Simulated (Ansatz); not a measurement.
CsPbBr$_{3}$ (cubic perovskite)

```
CsPbBr3
1.0
    6.00278     0.00000     0.00000
    0.00000     6.00278     0.00000
    0.00000     0.00000     6.00278
Cs Pb Br
1 1 3
Cartesian
  0.00000   0.00000   0.00000
  3.00139   3.00139   3.00139
  0.00000   3.00139   3.00139
  3.00139   3.00139   0.00000
  3.00139   0.00000   3.00139
```

E(V) scan at fixed shape, V₀ the volume above. Symmetry pins the atoms to their sites.

Level of theory: PBE (plane waves to 420 eV, PAW, scalar-relativistic; Ansatz, a first-principles code). k mesh 6×6×6 (Γ-centred), Fermi-Dirac smearing 0.05 eV. Compression counts positive. CsPbBr3 was relaxed with its symmetry unable to fall. Spin-orbit coupling is left out, though Pb is heavy. This is a high-temperature form of CsPbBr3.

At one point of the scan the stress tensor (GPa) is:

```
   1.07     0.00     0.00
   0.00     1.07     0.00
   0.00     0.00     1.07
```

Question: Which point is it?
A) V/V₀ = 0.975
B) V/V₀ = 0.925
C) V/V₀ = 0.950
D) V/V₀ = 0.900

Answer: C, V/V₀ = 0.950

(Under strain, the slope of the energy per volume gives the stress and its curvature an elastic modulus.)
